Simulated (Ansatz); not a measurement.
The elements of this relaxed trial crystal are hidden behind letters.

```
lattice vectors (Å)
   5.2955    0.0000    0.0000
  -2.6270    4.6068    0.0000
  -0.1407   -0.1380    9.1037
fractional positions
X 0.3213 0.6576 0.9375
Z 0.6794 0.3442 0.4326
Z 0.6509 0.3195 0.0808
Z 0.3493 0.6797 0.5469
Q 0.6230 0.0098 0.0330
Q 0.5300 0.5116 0.5121
Q 0.0281 0.5105 0.4676
Q 0.9578 0.5820 0.0228
Q 0.3152 0.6860 0.7237
Q 0.6261 0.3435 0.2569
Q 0.5308 0.0111 0.4883
Q 0.3882 0.3445 0.9980
```

The calculation used Ansatz, DFT PBE, scalar-relativistic, plane waves, PAW. The final run on the 12-atom cell used 420 eV, a Γ-centred 6×6×4 mesh, 0.02 eV smearing and no spin polarisation.

| Quantity | Value |
| --- | --- |
| Space group | P1 (No. 1) |
| Conventional cell | a = 5.296 Å, b = 5.303 Å, c = 9.106 Å, α = 90.3°, β = 90.9°, γ = 119.7° |
| Volume per atom | 18.51 Å³ |
| Density | 2.92 g/cm³ |
| Formation energy | −2.881 eV/atom |
| Gap on the 6×6×4 mesh of the 12-atom cell | 5.02 eV |

Energies are uncorrected and count from the elements' standard states at the same level.

Question: X is a d-block element of period 6, Z is a p-block element of period 3 and Q is a p-block element of period 2. Which elements are they?

Answer: X = Hf, Z = Si, Q = O, so the formula is HfSi3O8. Density times volume gives a mean mass of 2.92 × 18.51/1.6605 = 32.5 u per atom, and this set has 32.6 u. Hf has 4 O at 1.94–1.95 Å; around Si on its first site lie 4 O at 1.62–1.63 Å; around O on its first site lie 1 Si at 1.63 Å and 1 Hf at 1.94 Å; 9 more sites not described. Other sets within the hints have nearly the same mass, so mass alone doesn't settle it; this one was computed.

Spin–orbit coupling, which can matter for Hf, is left out. Kohn–Sham gaps at this level usually fall short of measured ones. A later test with randomly moved atoms came back to the same energy, though modes that don't fit the test's cell weren't probed.
